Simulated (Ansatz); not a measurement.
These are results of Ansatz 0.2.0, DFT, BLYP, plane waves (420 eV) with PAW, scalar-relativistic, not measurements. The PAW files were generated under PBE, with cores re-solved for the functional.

An element in the bcc structure gives this curve. The cell is scaled uniformly from the relaxed one, with fractional coordinates and shape fixed. Energies are extrapolated to zero smearing, pressures are those at the given smearing. Magnetic state: spin not included.

```csv
V (Å³/atom),E − E₀ (meV/atom),P (GPa)
22.215,64.0,7.91
23.225,25.6,4.79
24.235,5.3,2.17
25.244,0.1,-0.03
26.254,7.6,-1.87
27.264,25.7,-3.41
28.274,52.7,-4.69
```

Which element is it?
A. zirconium
B. hafnium
C. scandium
D. magnesium

C. Its fit is V₀ = 25.12 Å³/atom, B₀ = 51 GPa, B₀′ = 3.4.
